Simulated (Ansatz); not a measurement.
The cell comes from COD entry 9008914, which wasn't checked; take it as a given geometry.

BiRh: DFT, LDA, PAW with Ansatz's default frozen-core files, scalar-relativistic (Ansatz 0.2.0).

Command: `ansatz run input.yaml --threads 1 --pin off --max-ram 4096MiB --backend cpu --events-out ev --progress --plain --runs-dir out` The run took 43 s on 1 thread of Arm Neoverse V2, with other jobs on the host, peak memory 0.52 GiB.

```yaml
crystal:
  lattice:
    - [4.0940008647, 0.0, 0.0]
    - [-2.0470004323, 3.5455087519, 0.0]
    - [0.0, 0.0, 5.663]
  atoms:
    - { symbol: Bi, position: [0.3333333333, 0.6666666667, 0.25] }
    - { symbol: Bi, position: [0.6666666667, 0.3333333333, 0.75] }
    - { symbol: Rh, position: [0.0, 0.0, 0.0] }
    - { symbol: Rh, position: [0.0, 0.0, 0.5] }
kpoints:
  mp_grid: { grid: [12, 12, 7] }
  band_path:
    path:
      - [0.0, 0.0, 0.0]
      - [0.5, 0.0, 0.0]
      - [0.3333333333, 0.3333333333, 0.0]
      - [0.0, 0.0, 0.0]
      - [0.0, 0.0, 0.5]
      - [0.5, 0.0, 0.5]
      - [0.3333333333, 0.3333333333, 0.5]
      - [0.0, 0.0, 0.5]
      - [0.5, 0.0, 0.5]
    npoints: 14
scf:
  occupations: { method: fermi_dirac, width: 0.03 }
hamiltonian:
  xc: lda
  pseudopotentials: { kind: paw }
output:
  forces: true
  stress: true
  eigenvalues: true
  efg: { contact_densities: true }
  populations: true
  bader: true
  dos: { projected: true, de: 0.2, e_range: [-14, 8] }
  write_density: true
  write_potential: true
  elf: true
  volumetric_format: npy
```

Output:

```
Rh, Bi: output.efg is read without spin–orbit coupling, which moves field gradients at and beside such atoms by some per cent and up to a factor of two; PAW files take it under magnetization.noncollinear and magnetization.spin_orbit
Engine: ansatz 0.2.0
Pseudopotentials: kind: paw
Pseudopotential: Bi, paw, valence charge 15, recommended cutoff 420 eV (normal)
Pseudopotential: Rh, paw, valence charge 17, recommended cutoff 420 eV (normal)
Functional definition: SPW92
  exchange = slater_x
  correlation = pw_c
Crystal: 4 atoms, lattice volume = 82.200 Å³
Basis set: ecut = 420 eV, 1603 PW (Γ)
Bands: 39, of which v1, the nominal top of the filled ones, is band 32 counted from 1 (31 counted from 0)
Symmetry: 24 space group operations
Space group: P63/mmc (ITA 194), of the structure as read, at distance tolerance 4.3e-5 Å
k-points: 76 of 1008
Non-local potential: Bi, projectors of the file, l = 0: 2, l = 1: 2, l = 2: 2, l = 3: 2
Non-local potential: Rh, projectors of the file, l = 0: 3, l = 1: 2, l = 2: 2, l = 3: 1
PAW form: soft (Blöchl's): semilocal exchange-correlation on the pseudo side does not see the compensation charge
PAW frozen core: Bi, regenerated for the run's functional, and the local potential with it (the file was generated under x = pbe(κ = 0.804, μ = 0.2195149727645171), c = pbe(β = 0.06672455060314922))
PAW frozen core: Rh, regenerated for the run's functional, and the local potential with it (the file was generated under x = pbe(κ = 0.804, μ = 0.2195149727645171), c = pbe(β = 0.06672455060314922))
PAW one-centre angular grid: Bi, 590 points (default); XC on 64 Gauss nodes
PAW one-centre angular grid: Rh, 590 points (default); XC on 64 Gauss nodes
Initial density: superposition of atomic densities (neutral atoms: chi_scale 0, normalization atom), corrected by the library's trained network
Initial wavefunctions: pseudopotential atomic-orbital guess
Functional: x = slater, c = lda
SCF iter   1: F=—  HF=-36729.693670 eV  |F-HF|=—  |Δ(HF+E_count)|=         —  Δρ=8.26e-3  dr2=5.37e-2  ethr=1.77e-3  ⟨swp⟩=6.4  Hψ=11896  notcnv=0  defer=1
preconditioner: auto → Kerker (q_TF=auto, 2.617 Å⁻¹)  [metal: Δε(μ)=0.016 eV  Ē_g=15.738 eV  σ=0.030 eV  W_gap=0.14  n_scr=22 (ndim 8)  ℏωp=28.4 eV  f_vac=0.006  D(μ)=3.33/eV (n_scr^D=22)]
SCF iter   2: F=—  HF=-36729.686680 eV  |F-HF|=—  |Δ(HF+E_count)|=   6.99e-3  Δρ=4.12e-3  dr2=1.36e-2  ethr=8.39e-5  ⟨swp⟩=2.0  Hψ=3976  notcnv=0  defer=117
SCF iter   3: F=—  HF=-36729.684124 eV  |F-HF|=—  |Δ(HF+E_count)|=   2.56e-3  Δρ=5.62e-4  dr2=3.03e-4  ethr=2.13e-5  ⟨swp⟩=2.0  Hψ=3542  notcnv=0  defer=117
SCF iter   4: F=—  HF=-36729.684080 eV  |F-HF|=—  |Δ(HF+E_count)|=   4.41e-5  Δρ=1.41e-4  dr2=2.86e-5  ethr=4.73e-7  ⟨swp⟩=2.6  Hψ=5041  notcnv=0  defer=117
SCF iter   5: F=—  HF=-36729.684079 eV  |F-HF|=—  |Δ(HF+E_count)|=   1.04e-6  Δρ=3.17e-5  dr2=7.67e-7  ethr=4.47e-8  ⟨swp⟩=2.4  Hψ=4038  notcnv=0  defer=117
SCF iter   6: F=-36729.684079 eV  HF=-36729.684079 eV  |F-HF|=1.57e-8  |Δ(HF+E_count)|=   2.47e-7  Δρ=7.88e-6  dr2=3.28e-8  ethr=1.56e-10  ⟨swp⟩=14.2  Hψ=24082  notcnv=0
SCF 1 converged in 6 iterations: F = -36729.684079 eV  dr2 = 3.28e-8
  greatest PAW one-centre occupation: 1.000 electrons in one spin orbital (limit 2), on the Rh atom at site 3 (counted from 0), in its partial waves of l = 0
NSCF: frozen V_eff on 113 k-points
SCF converged after 6 iterations
Free energy (F): -36729.684079 eV
Harris-Foulkes:  -36729.684079 eV  (|F-HF|=1.57e-8)
Internal energy: -36729.674467 eV  (E = F + TS)
E sigma→0 (E₀):  -36729.679273 eV
Entropy (-TS):   -0.009612 eV (-2.403 meV/atom)
Fermi energy:    16.050211 eV
--- Per-component energies (eV) ---
  E_band       = -398.862606
  E_kinetic    = 1764.955131
  E_local      = -6770.635347  (includes V_loc(G=0)·N_el)
  E_nonlocal   = 1857.500125
  E_hartree    = 2367.078943
  E_xc         = -742.329078
  E_vxc        = -846.251766  (∫ρ·V_xc dr)
  E_paw        = -27642.057653  (= ΣΔE_a)
  E_vpaw       = -1138.582324  (= ΣTr[D̂ρ^β])
  E_aug_tail   = 0.000467  (compensation charges beyond the density's cutoff)
  E_ewald      = -7565.422250
  E_core_change = 1.235195  (= ΣΔE_core)
  E_smearing   = -0.009612  (= −TS)
  E_closure    = 0.000000  (closes the sum)
  Σ components = -36729.684079   (vs F -36729.684079, Δ=0.00e0)
--- Forces (eV/Å), atoms counted from 1 ---
  atom   1  Bi     0.00000000     0.00000000     0.00000000
  atom   2  Bi    -0.00000000    -0.00000000     0.00000000
  atom   3  Rh    -0.00000000    -0.00000000     0.00000000
  atom   4  Rh    -0.00000000    -0.00000000     0.00000000
  max |Σ_I F_I| component: 1.85e-17 eV/Å
--- Stress (GPa, compression-positive) ---
       -2.298428       0.000000       0.000000
        0.000000      -2.298428       0.000000
        0.000000       0.000000      -3.582141
  P = ⅓ Tr σ = -2.7263 GPa (-27.263 kbar)
--- PAW observables at the nuclei: V_zz in 10²¹ V/m², potentials from the cell's mean, atoms counted from 1 ---
  atom   1  Bi V_zz =   +18.408531   η = 0.0000   by run symmetry: allowed
            electrostatic potential = -17837.495102 V   contact ρ = 17837190.774772 e/Å³
  atom   2  Bi V_zz =   +18.408531   η = 0.0000   by run symmetry: allowed
            electrostatic potential = -17837.495102 V   contact ρ = 17837190.774772 e/Å³
  atom   3  Rh V_zz =    -2.565441   η = 0.0000   by run symmetry: allowed
            electrostatic potential = -7026.137128 V   contact ρ = 786590.911360 e/Å³
  atom   4  Rh V_zz =    -2.565441   η = 0.0000   by run symmetry: allowed
            electrostatic potential = -7026.137128 V   contact ρ = 786590.911360 e/Å³
--- Band table (eV; the first three rows and the last of 76) ---
  k-point 0: bands = ["-61.8113", "-61.7910", "-30.0055", "-29.8014", "-29.8014", "-29.7764", "-29.7764", "-29.7608", "-6.7325", "-6.7325", "-6.6702", "-6.6668", "-6.6668", "-6.6594", "-6.6468", "-6.6468", "-6.6259", "-6.6259", "2.8416", "5.7065", "10.2368", "11.6453", "11.6453", "12.2600", "13.3649", "13.3649", "14.0530", "14.0530", "15.0619", "15.0619", "17.3754", "17.3754", "17.4124", "19.3367", "19.4762", "20.6159", "20.6159", "21.0984", "22.8893"]
  k-point 1: bands = ["-61.8103", "-61.7920", "-29.9935", "-29.8001", "-29.8001", "-29.7777", "-29.7777", "-29.7731", "-6.7282", "-6.7282", "-6.6695", "-6.6678", "-6.6678", "-6.6598", "-6.6469", "-6.6469", "-6.6292", "-6.6292", "2.9325", "5.4433", "10.6095", "11.7302", "11.7302", "12.3646", "13.4238", "13.4238", "13.8798", "13.8798", "14.8805", "14.8805", "17.0291", "17.6889", "17.6889", "18.4459", "19.8116", "20.5278", "20.5278", "21.8782", "22.9561"]
  k-point 2: bands = ["-61.8075", "-61.7948", "-29.9600", "-29.8075", "-29.7967", "-29.7967", "-29.7811", "-29.7811", "-6.7163", "-6.7163", "-6.6723", "-6.6723", "-6.6676", "-6.6609", "-6.6468", "-6.6468", "-6.6369", "-6.6369", "3.2011", "4.8529", "11.4891", "11.9794", "11.9794", "12.6287", "13.4313", "13.4313", "13.5941", "13.5941", "14.5368", "14.5368", "16.2973", "17.0912", "18.3713", "18.3713", "20.2527", "20.2527", "20.5142", "22.8006", "23.1495"]
  k-point 75: bands = ["-61.8033", "-61.7988", "-29.9104", "-29.8564", "-29.7949", "-29.7949", "-29.7891", "-29.7891", "-6.7054", "-6.7054", "-6.7001", "-6.6695", "-6.6419", "-6.6419", "-6.6398", "-6.6314", "-6.6201", "-6.6201", "4.9555", "4.9555", "11.1391", "11.1391", "11.6465", "12.4951", "12.8139", "12.8139", "13.8155", "14.0982", "14.0982", "14.2741", "15.0696", "15.0696", "15.5308", "15.5308", "20.6122", "20.6122", "23.1648", "23.1648", "23.5627"]
--- Löwdin populations: 4 sites ---
  site symbol       q [e]
     0     Bi     14.8380
     1     Bi     14.8380
     2     Rh     17.0329
     3     Rh     17.0329
  spilling = 0.004034 (of n_electrons = 64.000000)
--- Bader charges: 4 sites ---
  site symbol  charge [e]  shift [e]
     0     Bi      0.5008     0.0001
     1     Bi      0.5008     0.0001
     2     Rh     -0.5008     0.0001
     3     Rh     -0.5008     0.0001
  estimated error of the sums over rays = 5.3e-4 e
```

populations.tsv:

```
# site	symbol	l	j	q
# orbitals = lowdin
# n_electrons = 64.000000
# spilling = 0.004034
0	Bi	0_6S	-	1.746522
0	Bi	1_6P	-	3.096763
0	Bi	2_5D	-	9.994712
1	Bi	0_6S	-	1.746522
1	Bi	1_6P	-	3.096763
1	Bi	2_5D	-	9.994712
2	Rh	0_4S	-	1.988194
2	Rh	0_5S	-	0.546035
2	Rh	1_4P	-	5.989169
2	Rh	2_4D	-	8.509519
3	Rh	0_4S	-	1.988194
3	Rh	0_5S	-	0.546035
3	Rh	1_4P	-	5.989169
3	Rh	2_4D	-	8.509519
```

bader_charges.tsv:

```
# site	symbol	x_ang	y_ang	z_ang	partial_charge_e	electrons	volume_ang3	relative_density_drop	shared_charge_e	partial_wave_shift_e
# quadrature_error_electrons = 5.3e-4
0	Bi	0.0000	2.3637	1.4158	0.50079	82.49921	22.31	-	0.50079	0.00006
1	Bi	2.0470	1.1818	4.2473	0.50076	82.49924	22.31	-	0.50076	0.00006
2	Rh	0.0000	0.0000	0.0000	-0.50077	45.50077	18.79	-	-0.50077	0.00006
3	Rh	0.0000	0.0000	2.8315	-0.50078	45.50078	18.79	-	-0.50078	0.00006
```
